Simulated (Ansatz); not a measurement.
The end of the path is a generated cell of CsBS2: the first start was made by placing the elements on the sites of a structure type, and the end was not matched to a known phase here, so it may be hypothetical.

A geometry of CsBS2 away from equilibrium: step 2 of the relaxation of a generated cell, CsBS2 built in the AFLOW prototype AB2C_oC16_63_c_2c_c (as in SrCuO2). All values below come from PBE (plane waves to 420 eV, PAW, scalar-relativistic; Ansatz, a program for electronic structure). Γ-centred k-mesh 5×5×5 on the run's cell (coarser than for final values), Fermi–Dirac smearing 0.05 eV. The plane waves were selected for a different cell earlier on the path.

```yaml
crystal:
  lattice:
    - [2.34858, -10.23124, 0.00000]
    - [2.34858, 10.23124, 0.00000]
    - [0.00000, 0.00000, 5.00247]
  atoms:
    - { symbol: B, position: [0.93769, 0.06231, 0.75000] }
    - { symbol: B, position: [0.06231, 0.93769, 0.25000] }
    - { symbol: S, position: [0.04689, 0.95311, 0.75000] }
    - { symbol: S, position: [0.95311, 0.04689, 0.25000] }
    - { symbol: S, position: [0.82998, 0.17002, 0.75000] }
    - { symbol: S, position: [0.17002, 0.82998, 0.25000] }
    - { symbol: Cs, position: [0.66887, 0.33113, 0.75000] }
    - { symbol: Cs, position: [0.33113, 0.66887, 0.25000] }
```

Task: Give the Cartesian forces on all atoms (eV/Å).

Result: 
```csv
atom,Fx,Fy,Fz
B1,0.00,0.40,0.00
B2,0.00,-0.40,0.00
S3,0.00,2.85,0.00
S4,0.00,-2.85,0.00
S5,0.00,-3.90,0.00
S6,0.00,3.90,0.00
Cs7,0.00,0.10,0.00
Cs8,0.00,-0.10,0.00
```

The path ends in Cmcm (No. 63). No spin polarisation in the result.

The run could not lose the symmetry of its start, so the end can be a saddle point.
